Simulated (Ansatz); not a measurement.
## Zr3TiC4: rattling a relaxed structure

The structure comes from a generated guess, relaxed at this level; another structure or a mixture of phases may lie lower.

All numbers below come from DFT PBE, scalar-relativistic, plane waves, PAW (Ansatz 0.2.0). Settings: cutoff 420 eV, Γ-centred mesh 12×8×6 on the computed 8-atom cell, Gaussian smearing of 0.10 eV; no spin polarisation.

The cell below (8 atoms, space group Pmmm (No. 47)) is relaxed within its symmetry.

```xyz
8
Lattice="3.2714 0.0000 0.0000 0.0000 4.6335 0.0000 0.0000 0.0000 6.5380" Properties=species:S:1:pos:R:3 pbc="T T T"
Zr    0.0000    0.0000    4.8763
Zr    0.0000    0.0000    1.6617
Zr    1.6357    2.3167    0.0000
Ti    1.6357    2.3167    3.2690
C     0.0000    2.3167    1.7070
C     0.0000    2.3167    4.8310
C     1.6357    0.0000    0.0000
C     1.6357    0.0000    3.2690
```

For the test it was strained at random (σ = 1.5 % a component), the atoms were moved at random (σ = 0.15 Å), and all was relaxed again on a coarse 6×6×4 mesh (in the run’s order of axes) with 0.20 eV smearing, with no symmetry imposed.

**Question.** Does it come back?

**Answer.** It returns, within 1 meV/atom of the unmoved cell on that mesh and with the same symmetry when read at 0.1 Å. No instability shows in this cell; modes of other wave vectors, which need another repeat, aren't tested.
